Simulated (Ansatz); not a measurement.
Nb:
Space group Fm-3m (No. 225); a = b = c = 4.1703 Å, α = β = γ = 90.00°

```
atom  site  symmetry       x       y       z
----  ----  --------  ------  ------  ------
Nb      4a      m-3m  0.0000  0.0000  0.0000
```
(The calculation used a cell of 1 atom; values per cell refer to that cell.)

Relaxed with PBEsol.

Question: Which orbitals make up the states near the Fermi level in DFT-PBEsol in the program Ansatz with PAW potentials?

Answer: Within 0.5 eV of the Fermi level: Nb 4d 89 %, Nb 5s 7 %. Projections are on Löwdin-orthogonalised atomic valence shells; empty p or d shells of many metals are not among them.

Question: Tabulate the density of states.

Answer: States/eV per cell of 1 atom, in 0.25 eV bins, energy from the Fermi level.

```csv
E (eV),total,Nb 4d,Nb 5s,Nb 4p
-6.45,0.00,0.00,0.00,0.00
-6.20,0.02,0.00,0.01,0.00
-5.95,0.04,0.00,0.03,0.00
-5.70,0.06,0.00,0.05,0.00
-5.45,0.07,0.00,0.06,0.00
-5.20,0.09,0.00,0.07,0.00
-4.95,0.11,0.01,0.09,0.00
-4.70,0.13,0.01,0.10,0.00
-4.45,0.16,0.02,0.12,0.01
-4.20,0.27,0.10,0.15,0.01
-3.95,0.62,0.38,0.21,0.01
-3.70,0.97,0.67,0.26,0.02
-3.45,1.18,0.88,0.25,0.02
-3.20,1.42,1.16,0.21,0.02
-2.95,1.43,1.25,0.14,0.02
-2.70,1.35,1.22,0.09,0.02
-2.45,1.14,1.05,0.06,0.02
-2.20,0.90,0.84,0.04,0.02
-1.95,1.11,1.06,0.02,0.02
-1.70,1.27,1.19,0.03,0.03
-1.45,0.93,0.87,0.03,0.01
-1.20,0.99,0.91,0.05,0.01
-0.95,1.18,1.06,0.08,0.02
-0.70,1.24,1.10,0.09,0.02
-0.45,1.31,1.16,0.10,0.02
-0.20,1.54,1.35,0.12,0.02
0.05,1.50,1.32,0.11,0.02
0.30,1.54,1.38,0.10,0.01
0.55,1.61,1.46,0.09,0.01
0.80,1.15,1.02,0.07,0.01
1.05,0.96,0.84,0.05,0.01
1.30,0.91,0.81,0.04,0.00
1.55,0.85,0.79,0.03,0.00
1.80,1.08,1.00,0.04,0.00
2.05,1.29,1.20,0.05,0.00
2.30,1.00,0.92,0.04,0.00
2.55,0.81,0.74,0.04,0.00
2.80,0.87,0.80,0.03,0.00
3.05,0.83,0.76,0.03,0.00
3.30,0.81,0.75,0.03,0.00
3.55,0.81,0.75,0.03,0.00
3.80,0.84,0.78,0.04,0.00
4.05,0.91,0.85,0.04,0.00
4.30,1.07,1.00,0.04,0.00
4.55,1.42,1.34,0.05,0.00
4.80,1.42,1.33,0.06,0.00
```

The workflow started from an entry of the Crystallography Open Database (COD), which files this formula under 2 space groups. It is not the phase usual at ambient conditions (space group No. 229). The PBEsol relaxation kept the symmetry of its start. At this level the phase is mechanically unstable. No spin polarisation was allowed. Spin–orbit coupling is left out wherever it is not named.

Potentials: the later of the program's two PAW sets.
